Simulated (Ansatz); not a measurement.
Bands of Al₂Au

```yaml
crystal:
  lattice:
    - [0.00000, 3.00000, 3.00000]
    - [3.00000, 0.00000, 3.00000]
    - [3.00000, 3.00000, 0.00000]
  atoms:
    - { symbol: Al, position: [0.25000, 0.25000, 0.25000] }
    - { symbol: Al, position: [0.75000, 0.75000, 0.75000] }
    - { symbol: Au, position: [0.00000, 0.00000, 0.00000] }
```

Atoms are numbered in the order listed.

The geometry is COD entry 9008999, unchecked; take it as a test cell.

No spin–orbit coupling, which matters for the heavy atoms here.

These are results of DFT, LDA, all-electron LAPW, scalar-relativistic in Ansatz 0.2.0, not measurements.

The runs use a Γ-centred 11×11×11 k mesh, Fermi–Dirac smearing of 0.05 eV, basis error target 0.5 meV/atom, no spin polarisation.

Points in fractions of the reciprocal vectors of this cell: Γ (0, 0, 0), X (0.5, 0, 0.5), U (0.625, 0.25, 0.625), K (0.375, 0.375, 0.75), L (0.5, 0.5, 0.5), W (0.5, 0.25, 0.75). The path runs Γ–X–U–K–Γ–L–W–X. Energies are in eV from the Fermi level; (×n) counts levels within 4 meV of each other, which need not be degenerate by symmetry.

Q: Is there a gap?

A: none: with an odd electron count and no spin polarisation the bands can't all be full, a metal in this set-up (in compounds, spin order or a distortion in a larger cell can open a gap).

Q: List the levels between -20 and 4.5 eV at the symmetry points.

A: 
Γ: -10.60, -6.64 (×3), -5.68 (×2), 2.06, 2.90 (×3), 3.89 (×3)
X: -7.35, -7.13, -6.28, -5.83 (×2), -5.37, -5.09, -2.14 (×2), 1.20, 2.05
U: -7.44, -6.84, -6.62, -5.94, -5.64, -5.58, -4.66, -3.43, -1.40, 1.79, 4.32
K: -7.44, -6.84, -6.62, -5.94, -5.64, -5.58, -4.66, -3.43, -1.40, 1.79, 4.32
L: -8.56, -6.49, -6.40 (×2), -5.56 (×2), -5.51, 0.32 (×2), 3.19, 3.47, 3.80 (×2)
W: -7.09 (×2), -6.35, -6.30, -5.83, -5.25, -4.06 (×2), -2.21, 4.08 (×2)
